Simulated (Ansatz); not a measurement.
BaSrTi2O6:
```xyz
10
Lattice="0.0000 3.9524 3.9524 3.9524 0.0000 3.9524 3.9524 3.9524 0.0000" Properties=species:S:1:pos:R:3 pbc="T T T"
Sr     0.0000     0.0000     0.0000
Ti     1.9762     1.9762     1.9762
O      1.9762     1.9762     0.0000
O      1.9762     0.0000     1.9762
O      0.0000     1.9762     1.9762
Ba     3.9524     3.9524     3.9524
Ti     5.9287     5.9287     5.9287
O      1.9762     1.9762     3.9524
O      1.9762     3.9524     1.9762
O      3.9524     1.9762     1.9762
```

Relaxed with r²SCAN.

**Question.** Map the electron localisation function on the plane through (0.000, 0.000, 0.000) spanned by u = [1, 0, 0] and v = [-1, 1, 1] in lattice vectors, from r²SCAN (plane waves, PAW; program Ansatz).

**Answer.** x is the fraction of u, y of v (the angle between them is 90°; rows are the nearest grid lines); atoms in the plane: Sr at (0.00, 0.00), Ti at (0.50, 0.25), O at (0.50, 0.00), Ba at (0.00, 0.50), Ti at (0.50, 0.75), O at (0.50, 0.50).
```
|00699820168984248986102899600|
|67999610158998889985101699976|
|99998400136899999863100489999|
|88741000001112221110000014788|
|00000000000257775200000000000|
|00000000003762026730000000000|
|00000000003751015740000000000|
|00000000001576667510000000000|
|87631000000013331000000013678|
|99998510013567776531001589999|
|88999730036899999863003799988|
|00389961158986468985116998300|
|00389961158986468985116998300|
|88999730036899999863003799988|
|99998510013567776531001589999|
|87631000000013331000000013678|
|00000000001576667510000000000|
|00000000004751015730000000000|
|00000000003762026730000000000|
|00000000000257775200000000000|
|88741000001112221110000014788|
|99998400136899999863100489999|
|67999610158998889985101699976|
|00699820168984248986102899600|
```
Scale: ten equal steps from 0.003 (start of '0') to 0.878 (end of '9'), in the order '0123456789'; x runs from 0.000 to 1.00, y from 0.000 (bottom) to 1.00 (top).

The density is the valence pseudo-density with augmentation charge, so density and ELF within about 1 Å of a nucleus are not all-electron values.

Space group Fm-3m. The start of the workflow was typed in or built on a structure type; neither database checked (COD, Materials Project) lists it. Its standing as an ambient phase is unchecked. Symmetry was held in the r²SCAN relaxation; whether a distortion lowers the energy is not shown. The workflow began spin-polarised and lost its moments. Scalar-relativistic: spin–orbit coupling is off unless named, which matters more the heavier the elements.

Potentials: the later of the program's two PAW sets.
